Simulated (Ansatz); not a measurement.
Ge (diamond type), DFT, PBEsol, all-electron LAPW, scalar-relativistic (Ansatz 0.2.0), on 1 thread of Arm Neoverse V2 (shared host).

Command: `ansatz run input.yaml --threads 1 --pin off --max-ram 3584MiB --backend cpu --events-out ev --progress --plain --runs-dir out`

```yaml
crystal:
  lattice:
    - [0.0, 2.2078862445, 2.2078862445]
    - [2.2078862445, 0.0, 2.2078862445]
    - [2.2078862445, 2.2078862445, 0.0]
  atoms:
    - { symbol: Ge, position: [-0.125, -0.125, -0.125] }
    - { symbol: Ge, position: [0.125, 0.125, 0.125] }
kpoints:
  mp_grid: { grid: [15, 15, 15] }
scf:
  occupations: { method: fermi_dirac, width: 0.05 }
hamiltonian:
  xc: pbesol
  pseudopotentials: { kind: all_electron, lapw: { basis_error: 0.0005 } }
output:
  forces: true
  stress: true
  eigenvalues: true
relax:
  f_tol: 0.005
  max_steps: 12
  cell: { p_target: 270.0, stress_tol: 0.135 }
```

Question: How large is the problem that the program sets up?

Answer: 120 irreducible k-points, 869 plane waves at Γ, 27 bands.

Question: About how long does it take, and how much memory?

Answer: 2.1 min of wall time for 14 SCF iterations over 3 geometries, with a peak of 0.67 GiB. Times on shared machines scatter by tens of per cent.
